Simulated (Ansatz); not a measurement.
A trial structure of Ba₂ScInC₆N₆ was built thus: cyanide-bridged rock-salt net of two metals, 2 guest cations a cell (Fm-3m, No. 225). The dimensions are guesses.

```cif
data_structure
_symmetry_space_group_name_H-M 'Fm-3m'
_symmetry_Int_Tables_number 225
_cell_length_a 10.5820
_cell_length_b 10.5820
_cell_length_c 10.5820
_cell_angle_alpha 90.000
_cell_angle_beta 90.000
_cell_angle_gamma 90.000
_cell_volume 1184.96
loop_
_atom_site_label
_atom_site_type_symbol
_atom_site_symmetry_multiplicity
_atom_site_Wyckoff_symbol
_atom_site_fract_x
_atom_site_fract_y
_atom_site_fract_z
_atom_site_occupancy
Ba1 Ba 8 c 0.25000 0.75000 0.75000 1
Sc1 Sc 4 b 0.50000 0.00000 0.00000 1
In1 In 4 a 0.00000 0.00000 0.00000 1
C1 C 24 e 0.18909 0.00000 0.00000 1
N1 N 24 e 0.29966 0.00000 0.00000 1
```

Level of theory: DFT PBE, scalar-relativistic, plane waves, PAW (Ansatz 0.2.0). Cutoff 420 eV, Gaussian smearing, Γ-centred meshes. Cell and atoms relax first on a coarse mesh and then on a finer one. In between, the cell is made exact in the group found at 0.06 Å. In metals the finer mesh still leaves noise of several meV/atom or more. The steps can't lower the symmetry of their start. No spin polarisation in the relaxation; trial moments died out in a coarse test.

A guess keeps its type if space group and coordination stay and the shape of the cell changes little (axis ratios within about 15 %, angles within 6°); the volume may change.

**Question.** Does it keep its structure type, or change into something else?

**Answer.** It keeps its type. The symmetry stays Fm-3m (No. 225). The volume per atom grows by 20.8 %, from 18.5 to 22.4 Å³. The shortest distance goes from 1.17 Å (C–N) to 1.19 Å (C–N). Counting neighbours within 15 % of an atom's shortest distance, the start has Ba 24, C 1, In 6, N 1, Sc 6 and the end Ba 24, C 1, In 6, N 1, Sc 6.

The zero of energy is the elements' standard structures at the same level (N₂ as a molecule); no fitted shifts are applied.

**Question.** At what energy does it end?

**Answer.** +0.18 eV/atom. The separate elements lie lower, so it is unstable against them.

The last run used a 6×6×6 mesh for its 16-atom cell and Gaussian smearing of 0.10 eV. The reference form of C is held partly by dispersion forces, which this level lacks. Symmetry constrained the relaxation, so the result can be a saddle point.
